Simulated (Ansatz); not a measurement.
# YC2: pressure against volume

YC2, I4/mmm, a = 3.675 Å, c = 6.186 Å. The structure is a COD entry; whether it is the stable form wasn't checked. Ansatz: r2SCAN, PAW, 500 eV, Γ-centred 16×16×16 mesh on 3 atoms, Gaussian smearing 0.10 eV; no spin polarisation. Shape and atoms are relaxed at each volume; pressure is positive in compression.

| V (Å³/atom) | P (GPa) |
| --- | --- |
| 13.090 | 8.09 |
| 13.508 | ? |
| 13.926 | 0.01 |
| 14.344 | -3.14 |
| 14.761 | -5.80 |

**Question.** Take V0 = 13.926 Å³/atom, count pressures from its P0 = 0.01 GPa, fit the third-order Birch–Murnaghan form to the other rows, and predict the missing pressure.

**Answer.** With the Eulerian strain f = ½[(V0/V)^(2/3) − 1] and y = (P − P0)/[3f(1 + 2f)^(5/2)], the form is the line y = B0 + 1.5 B0 (B0′ − 4) f. Rows (f, y): 0.02107, 115.3; -0.00976, 113.0; -0.01904, 112.1. Means f = -0.002577, y = 113.47; Σ(Δf)² = 0.0008818, ΣΔfΔy = 0.06920; the slope is their ratio. y = 113.7 + 78.48 f GPa, so B0 = 113.7 GPa and B0′ = 4 + 2 × (78.48)/(3 × 113.7) = 4.46. At V = 13.508, f = 0.01026, y = 114.51 and P = 3.72 GPa. The run gave 3.72 GPa, the same to the digits shown.